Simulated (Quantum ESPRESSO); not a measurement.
**Kohn-Sham bands of PtS (P4₂/mmc)**

```xyz
4
Lattice="3.4945 0.0000 0.0000 0.0000 3.4945 0.0000 0.0000 0.0000 6.1163" Properties=species:S:1:pos:R:3 pbc="T T T"
Pt     1.7472     0.0000     3.0581
Pt     0.0000     1.7472     0.0000
S      0.0000     0.0000    -1.5291
S      0.0000     0.0000     1.5291
```

Materials Project entry mp-288; symmetrised, unrelaxed at this level. COD (Crystallography Open Database) has an entry of this formula and space group (matched by these alone). Computed values, not measurements, from PBEsol: Quantum ESPRESSO (norm-conserving PseudoDojo potentials, cutoff 68 Ry, spinors with spin-orbit coupling) on a Γ-centred 6×6×4 mesh, then Wannier90. Density: 10×10×6 mesh, Gaussian smearing 0.01 Ry.

### Question
List the Kohn-Sham levels between −8 and 3.4 eV relative to the valence-band maximum at the high-symmetry points, as a band run of pw.x on that density gives them (levels within 2 meV counted together).

### Answer
| point | k (reciprocal lattice) | levels (eV) |
|---|---|---|
| Γ | 0.000 0.000 0.000 | -6.61 (×2), -6.46 (×2), -4.52 (×2), -3.87 (×2), -3.37 (×2), -3.03 (×2), -2.85 (×2), -2.62 (×2), -2.37 (×2), -2.27 (×2), -1.79 (×2), -1.74 (×2), -1.67 (×2), 3.07 (×2) |
| X | 0.000 0.500 0.000 | -7.61 (×2), -7.38 (×2), -6.29 (×2), -5.50 (×2), -4.69 (×2), -4.32 (×2), -3.15 (×2), -3.11 (×2), -2.84 (×2), -2.64 (×2), -2.00 (×2), -1.24 (×2), -0.49 (×2), -0.41 (×2), 1.04 (×2), 2.45 (×2), 2.62 (×2) |
| M | 0.500 0.500 0.000 | -7.33 (×2), -7.26 (×2), -6.37 (×2), -5.63 (×2), -4.01 (×4), -3.98 (×2), -3.34 (×2), -3.08 (×2), -2.66 (×2), -2.27 (×2), -2.26 (×2), -0.25 (×2), 0.00 (×2), 0.35 (×2), 0.99 (×2) |
| Z | 0.000 0.000 0.500 | -6.73 (×4), -6.30 (×4), -4.01 (×4), -3.28 (×4), -2.55 (×4), -2.05 (×4), -0.47 (×4), 1.31 (×4) |
| R | 0.000 0.500 0.500 | -7.68 (×2), -7.34 (×2), -6.48 (×2), -5.39 (×2), -4.07 (×2), -3.89 (×2), -3.42 (×2), -3.06 (×2), -2.79 (×2), -2.49 (×2), -2.22 (×2), -1.98 (×2), -1.85 (×2), -0.55 (×2), 1.89 (×2), 3.31 (×2) |
| A | 0.500 0.500 0.500 | -6.65 (×4), -6.12 (×4), -5.76 (×4), -3.20 (×4), -2.70 (×4), -1.29 (×4), -0.33 (×4), 1.49 (×4), 3.04 (×4) |
